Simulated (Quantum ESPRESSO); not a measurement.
Band energies of Ga₂BiAs

```xyz
4
Lattice="4.2371 0.0000 0.0000 0.0000 4.2371 0.0000 0.0000 0.0000 6.0129" Properties=species:S:1:pos:R:3 pbc="T T T"
Ga     2.1185     0.0000     4.3577
Ga     0.0000     2.1185     1.6553
As     2.1185     2.1185     3.0065
Bi     0.0000     0.0000     0.0000
```

PBEsol (pw.x of Quantum ESPRESSO, ONCV potentials, with spin-orbit coupling); path ΓXMΓZRAZ,XR,MA; energies in eV from the Fermi level.

| k (1/Å) | point | band 56 | band 57 | band 58 | band 59 | band 60 | band 61 | band 62 | band 63 |
|---|---|---|---|---|---|---|---|---|---|
| 0.00 | Γ | 0.19 | 0.49 | 0.49 | 0.86 | 0.86 | 1.07 | 1.07 | 2.87 |
| 0.37 |  | -0.20 | 0.79 | 0.81 | 1.64 | 1.86 | 3.16 | 3.25 | 3.37 |
| 0.74 | X | -0.76 | 1.22 | 1.22 | 2.39 | 2.39 | 4.24 | 4.24 | 4.30 |
| 1.17 |  | -1.93 | 1.41 | 1.48 | 1.58 | 1.62 | 1.84 | 2.23 | 2.50 |
| 1.48 | M | -2.22 | 0.52 | 0.52 | 0.91 | 0.91 | 1.09 | 1.09 | 1.36 |
| 1.90 |  | -1.70 | 1.05 | 1.07 | 1.92 | 1.92 | 2.82 | 3.39 | 3.41 |
| 2.22 |  | -0.59 | 1.35 | 1.38 | 1.94 | 2.08 | 2.12 | 2.24 | 2.71 |
| 2.53 | Γ | 0.19 | 0.49 | 0.49 | 0.86 | 0.86 | 1.07 | 1.07 | 2.87 |
| 3.05 | Z | -0.75 | 0.80 | 0.80 | 1.42 | 1.42 | 2.38 | 2.38 | 2.79 |
| 3.37 |  | -0.77 | 1.12 | 1.13 | 1.74 | 2.04 | 2.87 | 2.87 | 3.25 |
| 3.80 | R | -0.42 | -0.15 | -0.15 | 0.21 | 0.21 | 3.51 | 3.51 | 3.77 |
| 4.11 |  | -1.67 | 1.49 | 1.52 | 2.00 | 2.04 | 3.22 | 3.47 | 3.58 |
| 4.54 | A | -3.11 | 3.12 | 3.12 | 3.89 | 3.89 | 4.11 | 4.11 | 4.12 |
| 4.80 |  | -2.21 | 2.14 | 2.38 | 2.58 | 2.59 | 4.14 | 4.18 | 4.30 |
| 5.06 |  | -1.07 | 1.64 | 1.68 | 1.81 | 1.89 | 4.14 | 4.16 | 4.17 |
| 5.41 |  | -0.87 | 1.19 | 1.26 | 1.84 | 1.91 | 2.25 | 2.82 | 2.87 |
| 5.59 | Z | -0.75 | 0.80 | 0.80 | 1.42 | 1.42 | 2.38 | 2.38 | 2.79 |
| 5.59 | X | -0.76 | 1.22 | 1.22 | 2.39 | 2.39 | 4.24 | 4.24 | 4.30 |
| 6.00 |  | -0.53 | 0.10 | 0.10 | 0.58 | 0.58 | 3.51 | 3.51 | 3.83 |
| 6.11 | R | -0.42 | -0.15 | -0.15 | 0.21 | 0.21 | 3.51 | 3.51 | 3.77 |
| 6.11 | M | -2.22 | 0.52 | 0.52 | 0.91 | 0.91 | 1.09 | 1.09 | 1.36 |
| 6.21 |  | -2.34 | 0.73 | 0.73 | 1.09 | 1.09 | 1.29 | 1.29 | 1.50 |
| 6.63 | A | -3.11 | 3.12 | 3.12 | 3.89 | 3.89 | 4.11 | 4.11 | 4.12 |

At this level the gap is closed or nearly so: along the path the highest valence and lowest conduction bands touch, or overlap by less than 0.6 eV, a zero-gap or semimetallic result; the valence top lies at 25 % of the way from Γ to Z, the conduction bottom at R, 0.42 eV lower. Semilocal functionals close the gaps of some narrow-gap semiconductors, so this alone doesn't show that the compound has none.

Geometry relaxed with PBEsol.

The structure is a Materials Project entry; no match was found in the copy of COD used, and its stability was not checked.
